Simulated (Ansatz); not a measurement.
Cu Kα1 powder pattern (kinematic, no thermal factors).
```tsv
2θ (°)	relative intensity
17.50	22
23.90	8
29.77	100
32.63	11
37.26	61
39.16	7
39.77	36
41.44	53
43.19	41
50.97	38
52.35	21
53.82	2
54.30	2
56.48	8
57.04	20
57.51	6
60.15	1
62.63	2
65.58	14
66.52	2
67.70	16
68.37	14
68.97	5
74.96	6
76.08	20
76.80	9
77.29	5
77.69	2
82.11	11
85.73	9
86.82	12
87.52	3
88.00	5
89.48	11
```

The pattern is computed from a structure relaxed with DFT PBE, scalar-relativistic, plane waves, PAW (Ansatz 0.2.0). No spin polarisation. Its elements are Be, H, Li.

Task: Give the structure.

Result: LiBe$_{3}$H$_{6}$.
Space group P4_2/m (No. 84). a = 5.064 Å, b = 5.064 Å, c = 5.484 Å, α = 90.00°, β = 90.00°, γ = 90.00°
```tsv
atom	site	symmetry	x	y	z
Li	2d	2/m..	0.0000	0.5000	0.5000
Be	2e	-4..	0.0000	0.0000	0.2500
Be	4j	m..	0.6442	0.2226	0.5000
H	8k	1	0.7813	0.2229	0.2677
H	2c	2/m..	0.5000	0.0000	0.5000
H	2b	2/m..	0.5000	0.5000	0.5000
```

A pattern alone doesn't exclude other cells with like lines; this is the one computed.

It was reached by relaxing an invented guess, and it needn't be the stable form of this composition.
